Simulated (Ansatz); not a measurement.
## How much do the gradients of HfO2 with Cr replacing Hf depend on the method?

Cell: a supercell of HfO2 (fluorite type, Fm-3m) built from a Materials Project structure (computed, not necessarily an observed phase), with the ions relaxed around the defect (PBE).

```
CELL_PARAMETERS angstrom
0.00000 5.03216 5.03216
5.03216 0.00000 5.03216
5.03216 5.03216 0.00000
ATOMIC_POSITIONS crystal
Cr 0.00000 0.00000 0.00000
Hf 0.00000 0.00000 0.50000
Hf 0.00000 0.50000 0.00000
Hf 0.00000 0.50000 0.50000
Hf 0.50000 0.00000 0.00000
Hf 0.50000 0.00000 0.50000
Hf 0.50000 0.50000 0.00000
Hf 0.50000 0.50000 0.50000
O 0.37559 0.37559 0.37559
O 0.37559 0.37559 0.87323
O 0.37559 0.87323 0.37559
O 0.37548 0.87484 0.87484
O 0.87323 0.37559 0.37559
O 0.87484 0.37548 0.87484
O 0.87484 0.87484 0.37548
O 0.87484 0.87484 0.87484
O 0.12516 0.12516 0.12516
O 0.12516 0.12516 0.62452
O 0.12516 0.62452 0.12516
O 0.12677 0.62441 0.62441
O 0.62452 0.12516 0.12516
O 0.62441 0.12677 0.62441
O 0.62441 0.62441 0.12677
O 0.62441 0.62441 0.62441
```

Atom numbers follow the list; atoms alike are taken as one site, whose name carries the number of the first.

First run. Method: Kohn–Sham DFT in Ansatz, PBE, plane waves and PAW, scalar-relativistic, collinear spin, 420 eV cutoff, Γ-centred 3×3×3 k-points, Fermi–Dirac smearing 0.01 eV, cell charge -1. Start moments as typed (μB): 3 on each Cr, none on the rest.

```
site  atom  V_zz (10²¹ V/m²)     η  m (μB)
  Cr     1              0.00     –    2.62
 Hf2     2             -4.91  0.53    0.01
 Hf3     3             -4.91  0.53    0.01
 Hf8     8              0.00     –    0.00
  O9     9             0.070  0.00    0.00
 O11    11             0.070  0.00    0.00
 O12    12              2.25  0.00   -0.01
 O14    14              2.25  0.00   -0.01
```

Second run. The same atoms and settings, except that a Hubbard term is added (U = 3.5 eV on Cr d).

Task: Given the first result, estimate the second.

Result: 

| site | atom | V_zz | η | change of V_zz | m (μB) |
| --- | --- | --- | --- | --- | --- |
| Cr | 1 | -8.83 | 0.00 | -8.83 | 2.70 |
| Hf2 | 2 | -5.02 | 0.34 | -0.11 | 0.00 |
| Hf3 | 3 | -5.87 | 0.55 | -0.96 | 0.00 |
| Hf8 | 8 | 0.11 | 0.00 | +0.11 | 0.00 |
| O9 | 9 | 0.13 | 0.95 | +0.06 | 0.00 |
| O11 | 11 | 0.15 | 0.00 | +0.08 | 0.00 |
| O12 | 12 | 2.48 | 0.04 | +0.23 | -0.03 |
| O14 | 14 | -0.35 | 0.00 | -2.60 | 0.03 |

The largest change of V_zz is on Cr, from 0.00 to -8.83. In per cent, |V_zz| changes by +2 to +19 on Hf, +10 on O (all sites that start above 2, bar those whose gradient vanishes or changes sign or whose main axis turns by over 40°). Where |V_zz| stays above 0.1, η moves most on Hf2, from 0.53 to 0.34. V_zz changes sign on O14 (same axis). The absolute magnetisation of the cell goes from 3.4 to 3.5 μB. The first run finds no gap above 0.1 eV, the second does.

The defect repeats with the cell of 24 atoms, so it feels its images: sites between two images don't show the values beside a lone defect, and zeros or small values of η there can come from the images' arrangement. This high-symmetry form of HfO2 is unstable when cold, to shifts of the oxygen columns, towards the tetragonal form. The symmetry of the cell holds that distortion back, wholly or in part, and it would change the field gradients, the more the larger the distortion. A uniform background compensates the cell's charge. Without spin–orbit coupling the gradients at and beside Hf can be off by some per cent, at some sites by more.
For the first run: The relaxation keeps the site symmetry m-3m of the start, so the impurity can't leave its site; a distortion that would localise the partly filled state isn't explored. The defect cell has no gap above 0.1 eV on its mesh, so the values can hang on the smearing and the k-mesh.
For the second run: The relaxation keeps the site symmetry m-3m of the start, so the impurity can't leave its site; a start off the site could end lower. The electronic state that the run reached has lower symmetry than the atoms (orbital or charge order), so like atoms can differ and cubic sites can carry a gradient. The cell keeps the host's lattice, where the PBE+U pressure is 5 GPa (in a charged cell this depends on the convention for the mean potential).
